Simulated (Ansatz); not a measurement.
Ga2O3:
Space group Cmcm (No. 63); a = 2.789 Å, b = 9.275 Å, c = 7.149 Å, α = β = γ = 90.00°

| atom | site | symmetry | x | y | z |
|---|---|---|---|---|---|
| Ga | 4c | m2m | 0.0000 | 0.2484 | 0.2500 |
| Ga | 4a | 2/m.. | 0.0000 | 0.0000 | 0.0000 |
| O | 8f | m.. | 0.0000 | 0.6382 | 0.0742 |
| O | 4c | m2m | 0.0000 | 0.1053 | 0.7500 |
(The calculation used a cell of 10 atoms; values per cell refer to that cell.)

Relaxed with PBEsol. The program Ansatz at the PBEsol level (PAW) gives a gap of 1.48 eV.

What gap does HSE06 give on the same cell (Ansatz, PAW)?

3.23 eV, 1.75 eV more. The hybrid was solved on a coarser mesh and at special points; the gap given is the minimum over both.

| k | v1 PBEsol | c1 PBEsol | v1 HSE06 | c1 HSE06 |
|---|---|---|---|---|
| Γ | -0.05 | 1.48 | -0.05 | 3.23 |
| Y | -0.47 | 4.04 | -0.47 | 5.92 |
| T | -0.68 | 4.47 | [?] | [?] |
| Z | -0.88 | 3.33 | [?] | [?] |
| S | -0.73 | 2.98 | [?] | [?] |
| R | -0.38 | 4.09 | [?] | [?] |
| Σ0 | -0.54 | 3.14 | -0.58 | 5.09 |
| A0 | -0.40 | 4.14 | -0.44 | 6.11 |

Top valence (v1) and lowest conduction level (c1) in eV from each method's valence maximum (which need not be a listed point): supply the withheld HSE06 values.


- T, v1 HSE06: -0.68
- T, c1 HSE06: 6.37
- Z, v1 HSE06: -0.79
- Z, c1 HSE06: 5.05
- S, v1 HSE06: -0.80
- S, c1 HSE06: 4.93
- R, v1 HSE06: -0.44
- R, c1 HSE06: 6.06

Cost on shared cores: the PBEsol run (SCF on a 10×10×4 mesh, then bands and DOS) roughly 2.4 core-minutes, the HSE06 run (SCF on 6×6×3, then a few points) about 9 core-minutes (a rough figure); the tasks are unlike.

The first step of the workflow began from a Materials Project structure, measured or hypothetical; the Crystallography Open Database copy checked does not list it. It is not the phase usual at ambient conditions (space group No. 12, 167). The PBEsol relaxation kept the symmetry of its start. At this level the phase is mechanically unstable. Scalar-relativistic: spin–orbit coupling is off unless named, which matters more the heavier the elements.

Potentials: the later of the program's two PAW sets.
